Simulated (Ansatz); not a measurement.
The elements of this relaxed trial crystal are hidden behind letters.

```
lattice vectors (Å)
   3.4374    0.0000    0.0000
   0.0000    3.4374    0.0000
   0.0000    0.0000    6.3981
fractional positions
X 0.5000 0.5000 0.7553
X 0.5000 0.5000 0.2447
Z 0.0000 0.0000 0.0000
Q 0.0000 0.0000 0.5000
```

All numbers below come from Ansatz, DFT PBE, scalar-relativistic, plane waves, PAW. The final run on the 4-atom cell used 420 eV, a Γ-centred 14×14×8 mesh, 0.10 eV smearing and no spin polarisation.

```
Space group                                : P4/mmm (No. 123)
Conventional cell                          : a = 3.437 Å, c = 6.398 Å
Volume per atom                            : 18.90 Å³
Density                                    : 4.82 g/cm³
Energy over the elements                   : −0.36 eV/atom
Gap on the 14×14×8 mesh of the 4-atom cell : 0 eV (a metal)
```

Energies are uncorrected and count from the elements' standard states at the same level.

Task: X is a d-block element of period 5, Z is a p-block element of period 2 and Q is a p-block element of period 3. Which elements are they?

Result: X = Y, Z = B, Q = P, so the formula is Y2BP. Density times volume gives a mean mass of 4.82 × 18.90/1.6605 = 54.9 u per atom, and this set has 54.9 u. Y is surrounded by 4 B at 2.89 Å, 4 P at 2.93 Å and 6 Y at 3.13–3.44 Å; around B lie 8 Y at 2.89 Å, 2 P at 3.20 Å and 4 B at 3.44 Å; P has 8 Y at 2.93 Å, 2 B at 3.20 Å and 4 P at 3.44 Å. Other sets within the hints have nearly the same mass, so mass alone doesn't settle it; this one was computed.

Symmetry constrained the relaxation, so the result can be a saddle point.
